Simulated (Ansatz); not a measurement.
## What DFT gives for ZnSb

```yaml
crystal:
  lattice:
    - [5.97751, 0.00000, 0.00000]
    - [0.00000, 3.71378, 0.00000]
    - [0.00000, 0.00000, 6.63889]
  atoms:
    - { symbol: Zn, position: [0.01500, 0.25000, 0.20000] }
    - { symbol: Zn, position: [0.48500, 0.75000, 0.70000] }
    - { symbol: Zn, position: [0.51500, 0.25000, 0.30000] }
    - { symbol: Zn, position: [0.98500, 0.75000, 0.80000] }
    - { symbol: Sb, position: [0.20000, 0.25000, 0.57000] }
    - { symbol: Sb, position: [0.30000, 0.75000, 0.07000] }
    - { symbol: Sb, position: [0.70000, 0.25000, 0.93000] }
    - { symbol: Sb, position: [0.80000, 0.75000, 0.43000] }
```

Method: r2SCAN, no spin polarisation; PAW, plane waves to 500 eV, 6×9×5 Γ-centred mesh, fermi-dirac occupations (width 0.1 eV) (Ansatz 0.2.0), atoms fixed.

**At the Fermi level.** It is a metal, with about 2.9 states/eV a cell as the mean within 0.25 eV of the Fermi level, mostly Sb p (69 %) and Zn s (13 %).
**Stress.** The pressure is 20.0 GPa (compression positive), so with the atoms held at these fractions the cell would first expand. The principal stresses 18.1, 20.5, 21.4 GPa differ, so its shape would change too.
**Formation energy.** 0.38 eV an atom against the elements' usual phases (free molecules for gases, crystals otherwise, with no correction for O₂ or N₂), so at this geometry it isn't bound against them. Relaxing would lower it.
**Forces.** The largest is on Sb5 (and as large on other atoms): 0.41 eV/Å, components (-0.10, 0.00, 0.40). It makes 147° with the line to a nearest neighbour, Zn3 at 2.60 Å, pointing away from it.

Origin: a known structure type with other elements, at an estimated volume, so it need not be a known compound. Caveats: atoms or cell far from equilibrium.
